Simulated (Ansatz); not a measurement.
HfB2 (MoSi2 or CaC2 type, space group No. 139), the program Ansatz at the PBE level (PAW), all energies at zero smearing, with the estimated change up to a 700 eV cutoff added, with one set of potentials and settings (totals compare only within such a set). Cell of 3 atoms (1 Hf, 2 B): -16033.825 eV.

```csv
element,reference phase,E (eV/atom)
Hf,"P6_3/mmc, 2 atoms in the cell",-15722.2087
B,"R-3m, 12 atoms in the cell",-155.9170
```

Formation energy per atom, worked out: (-16033.825 − 1×(-15722.2087) − 2×(-155.9170))/3 = 0.073 eV/atom (7 kJ per mol of atoms), at 0 K, without zero-point energy or fitted corrections.

Space group I4/mmm (MoSi2 or CaC2 type). The cell is a constructed one: a structure type filled with these elements; neither database checked (COD, Materials Project) lists it. COD files the formula under space group No. 191, so this cell is another polymorph or a model. Whether it is the stable phase at ambient conditions was not checked. Symmetry was held in the PBE relaxation; its stability against distortions is not shown here. No spin polarisation was allowed. The references are the lowest solids computed at this level, not always the standard phases. Scalar-relativistic: spin–orbit coupling is off unless named, which matters more the heavier the elements.

Potentials: the earlier of the program's two PAW sets.
